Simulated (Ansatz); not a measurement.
Values for one crystal, relaxed and computed with PBE in the plane-wave PAW code Ansatz; other levels are named.

- Volume per atom: 15.41 Å³
- Electronic character: metallic (no gap)
- Formation energy from the elements (no fitted shifts): -0.26 eV/atom
- Pressure derivative B′: 4.8
- Density of states at the Fermi level: 1.0 states/eV per atom (mean over ±0.08 eV)
- Gap with spin–orbit coupling: none (metallic)
- Bulk modulus (Birch–Murnaghan fit): 271 GPa

Task: Which of these materials gives this?
A) MoPt, L1₀ or tetragonal B2
B) AgW, rock salt
C) ZrMo, CsCl type
D) AlNi, Fd-3m (Ni on 8b, Al on 8a)

Result: A, MoPt, L1₀ or tetragonal B2

Space group P4/mmm (L1₀ or tetragonal B2). The start of the workflow was typed in or built on a structure type; neither database checked (COD, Materials Project) lists it. Whether it is the stable phase at ambient conditions was not checked. The PBE relaxation kept the symmetry of its start; its stability against distortions is not shown here. No spin polarisation was allowed. The references are the lowest solids computed at this level, not always the standard phases. Scalar-relativistic: spin–orbit coupling is off unless named, which matters more the heavier the elements.

Potentials: the earlier of the program's two PAW sets.
